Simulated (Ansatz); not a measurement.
# Slab of diamond Ge (100), 6 layers

The slab is cut from the diamond crystal, the stable phase, as relaxed on PAW files (22.21 Å³/atom), with 16 Å of vacuum and a dipole correction:

```
CELL_PARAMETERS angstrom
3.97514 0.00000 0.00000
0.00000 3.97514 0.00000
0.00000 0.00000 23.02710
ATOMIC_POSITIONS crystal
Ge 0.75000 0.00000 0.34742
Ge 0.25000 0.00000 0.40845
Ge 0.25000 0.50000 0.46948
Ge 0.75000 0.50000 0.53052
Ge 0.75000 0.00000 0.59155
Ge 0.25000 0.00000 0.65258
```

All numbers are LDA results (scalar-relativistic) from Ansatz 0.2.0, with a Γ-centred 7×7×1 k mesh, Fermi–Dirac smearing of 0.02 eV, no spin polarisation. Methods: LAPW: all electrons, basis error target 1 meV/atom; PAW: frozen-core files, cutoff 420 eV.

The bulk energy comes from a cell in the slab's orientation on a 7×7×5 mesh. The surface energy is (E(slab) − N·E(bulk))/2A at zero smearing, the mean of both faces; thin slabs carry quantum-size effects.

The PAW files were made under PBE. Real surfaces of this kind reconstruct, which a 1×1 cell forbids.

Task: As cut, the LAPW slab lies 3.314 eV above 6 atoms of bulk. What surface energy is that?

Result: Over two faces of 15.80 Å² it is 104.9 meV/Å², and times 16.02 J/m² per eV/Å² that gives γ = 1.680 J/m².

| method | γ as cut (J/m²) | γ relaxed (J/m²) | Φ as cut (eV) | Φ relaxed (eV) |
| --- | --- | --- | --- | --- |
| LAPW | 1.680 | 1.678 | 5.13 | 5.14 |

Task: How do the spacings between the planes relax?

Result: From the bottom face up: d12 0.0 % of 1.405 Å, d23 +1.8 % of 1.405 Å, d34 -0.9 % of 1.405 Å, d45 +1.8 % of 1.405 Å, d56 0.0 % of 1.405 Å.
